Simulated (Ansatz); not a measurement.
Here is an unrelaxed guess for Cs2BN2.

```
Cs B N
1.0
     4.41244    0.00000    0.00000
     0.00000    4.41244    0.00000
     0.00000    0.00000    8.20929
Cs B N
2 1 2
Direct
  0.00000 0.00000 0.75340
  0.00000 0.00000 0.24660
  0.50000 0.50000 0.50000
  0.50000 0.50000 0.32167
  0.50000 0.50000 0.67833
```

Computed with DFT PBE, scalar-relativistic, plane waves, PAW in Ansatz 0.2.0. Settings: cutoff 420 eV, Γ-centred mesh 4×4×2 on the computed 5-atom cell, Gaussian smearing of 0.10 eV; collinear spin from starting moments 0.0 0.0 0.0 1.0 1.0 μB.

The zero of energy is the elements' standard structures at the same level (N₂ as a molecule); no fitted shifts are applied.

Task: Estimate its pressure, forces and energy as it stands.

Result: The pressure is -4.6 GPa (the mean over three directions, positive in compression), the largest force is 4.11 eV/Å, and the energy is −0.05 eV/atom against the elements. The shortest distance is 1.46 Å.

Task: How much does it gain on relaxing, and where does it end?

Result: Relaxing gains about 0.12 eV/atom (the start's value is from the coarse mesh, so the gain is rough) in 20 ionic steps and ends at −0.17 eV/atom on the finer mesh. The symmetry stays P4/mmm (No. 123). The volume per atom grows by 7.5 %, from 32.0 to 34.4 Å³. The shortest distance goes from 1.46 Å (B–N) to 1.35 Å (B–N). The ratio c/a of the conventional cell changes by a factor of 1.16. Conventional cell: a = 4.297 Å, c = 9.311 Å. Cs has 4 N at 3.11 Å; around B lie 2 N at 1.35 Å; N has 1 B at 1.35 Å, 1 N at 2.70 Å and 4 Cs at 3.11 Å.

The last run used collinear spin, a 10×10×4 mesh (in the run's order of axes) for its 5-atom cell and Gaussian smearing of 0.10 eV. Another magnetic order may lie lower. The relaxation can't lower the symmetry of the start. A structure relaxed within its symmetry needn't be a true minimum.
